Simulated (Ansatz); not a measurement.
CrPbO3: relaxation (Ansatz)

Launch command:

```bash
ansatz run input.yaml --threads 2 --pin off --max-ram 4096MiB --backend cpu --events-out ev --progress --plain --runs-dir out
```

input.yaml:

```yaml
crystal:
  lattice:
    - [3.91300446, 0.0, 0.0]
    - [0.0, 3.91300446, 0.0]
    - [0.0, 0.0, 3.91300446]
  atoms:
    - { symbol: Cr, position: [0.0, 0.0, 0.0], spin: 2.0 }
    - { symbol: O, position: [0.5, 0.0, 0.0] }
    - { symbol: O, position: [0.0, 0.5, 0.0] }
    - { symbol: O, position: [0.0, 0.0, 0.5] }
    - { symbol: Pb, position: [0.5, 0.5, 0.5] }
kpoints:
  mp_grid: { grid: [6, 6, 6], shift: [0, 0, 0] }
magnetization:
  spin_polarized: true
scf:
  occupations: { method: fermi_dirac }
  lower_state_search: "off"
hamiltonian:
  pseudopotentials: { kind: paw }
  xc: r2scan
  hubbard:
    projectors: all-electron-ortho-atomic
    sites: [{ species: Cr, l: d, u_eff: 6.8 }]
basis:
  ecutwfc: 500
  fft_grid_basis: typed
relax:
  max_steps: 80
  cell: { p_target: 5.0 }
  f_tol: 0.03
output:
  forces: true
  stress: true
  eigenvalues: true
  bader: true
  populations: true
  elf: true
  write_potential: true
  volumetric_format: npy
  dos:
    e_range: [-12, 8]
    de: 0.05
    projected: { site_lists: { Cr: [Cr], O: [O], Pb: [Pb] } }
checkpoint:
  read: saved_state
```

Origin of the cell: a known structure type with other elements, at an estimated volume, so it need not be a known compound.

The smearing width isn't typed, so it takes its default of 0.1 eV.

The saved state is a converged single point of the same cell, with its larger moments on Cr1 up.

Steps («new basis» is an SCF on plane waves selected anew at the same cell):

```csv
step,ΔH (meV/atom),max force component (eV/Å),P (GPa),volume (Å³),SCF iterations,step was
1,0.0,0.000,0.12,59.91,10,accepted
2,-5.6,0.000,4.01,58.45,9,accepted
3,-5.9,0.000,5.05,58.09,7,accepted
4,-5.9,0.000,5.00,58.11,6,accepted
5,-5.6,0.000,5.01,58.11,8,new basis
```

Step 1, with forces in eV/Å:

```xyz
5
Lattice="3.913 0.000 0.000 0.000 3.913 0.000 0.000 0.000 3.913" Properties=species:S:1:pos:R:3:forces:R:3 pbc="T T T" step=1
Cr    0.000    0.000    0.000    0.000    0.000    0.000
O     1.957    0.000    0.000    0.000    0.000    0.000
O     0.000    1.957    0.000    0.000    0.000    0.000
O     0.000    0.000    1.957    0.000    0.000    0.000
Pb    1.957    1.957    1.957    0.000    0.000    0.000
```

Step 2, with forces in eV/Å:

```xyz
5
Lattice="3.881 0.000 0.000 0.000 3.881 0.000 0.000 0.000 3.881" Properties=species:S:1:pos:R:3:forces:R:3 pbc="T T T" step=2
Cr    0.000    0.000    0.000    0.000    0.000    0.000
O     1.940    0.000    0.000    0.000    0.000    0.000
O     0.000    1.940    0.000    0.000    0.000    0.000
O     0.000    0.000    1.940    0.000    0.000    0.000
Pb    1.940    1.940    1.940    0.000    0.000    0.000
```

Step 5, with forces in eV/Å:

```xyz
5
Lattice="3.873 0.000 0.000 0.000 3.873 0.000 0.000 0.000 3.873" Properties=species:S:1:pos:R:3:forces:R:3 pbc="T T T" step=5
Cr    0.000    0.000    0.000    0.000    0.000    0.000
O     1.937    0.000    0.000    0.000    0.000    0.000
O     0.000    1.937    0.000    0.000    0.000    0.000
O     0.000    0.000    1.937    0.000    0.000    0.000
Pb    1.937    1.937    1.937    0.000    0.000    0.000
```

| Quantity | Value |
| --- | --- |
| Enthalpy lowered by | 5.6 meV/atom |
| Volume change | -3.01 % |
| Final pressure | 5.01 GPa |
| Relaxation steps listed | 5 |
| Gap on the mesh | none (metal) |
| Site moments at the end (small spheres, which read low) | Cr1 +2.4 μB |
| Total moment | 2.05 μB |

Caveats: no spin-orbit coupling, though heavy elements are present; the magnetic state was chosen at the start cell and may not be the lowest after relaxing; the relaxation held the start's symmetry, so the end may be a saddle point.

Time: 56 s on 2 threads of Arm Neoverse V1, with other jobs on the host, peak memory 0.58 GiB, from a saved density.
